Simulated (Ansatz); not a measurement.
The elements of this relaxed trial crystal are hidden behind letters.

```
lattice vectors (Å)
   2.9501    0.0000    0.0000
  -1.4751    2.5549    0.0000
   0.0000    0.0000    3.4575
fractional positions
X 0.0000 0.0000 0.0000
Z 0.3333 0.6667 0.5000
Z 0.6667 0.3333 0.5000
```

Theory: Ansatz 0.2.0, DFT PBE+D3(BJ), scalar-relativistic, plane waves, PAW. The final run on the 3-atom cell used 420 eV, a Γ-centred 18×18×14 mesh, 0.10 eV smearing and no spin polarisation.

```
Space group                                 : P6/mmm (No. 191)
Conventional cell                           : a = 2.950 Å, c = 3.457 Å
Volume per atom                             : 8.69 Å³
Density                                     : 3.17 g/cm³
Formation energy                            : +0.46 eV/atom
Gap on the 18×18×14 mesh of the 3-atom cell : 0 eV (a metal)
```

Energies are uncorrected and count from the elements' standard states at the same level.

Question: X is a p-block element of period 3 and Z is a p-block element of period 2. Which elements are they?

Answer: X = Si, Z = B, so the formula is SiB2, here in the AlB2 type. Density times volume gives a mean mass of 3.17 × 8.69/1.6605 = 16.6 u per atom, and this set has 16.6 u. Among the elements that the hints allow, noble gases aside, only these give it. Around Si lie 12 B at 2.43 Å; around B lie 3 B at 1.70 Å and 6 Si at 2.43 Å.

A structure relaxed within its symmetry needn't be a true minimum.
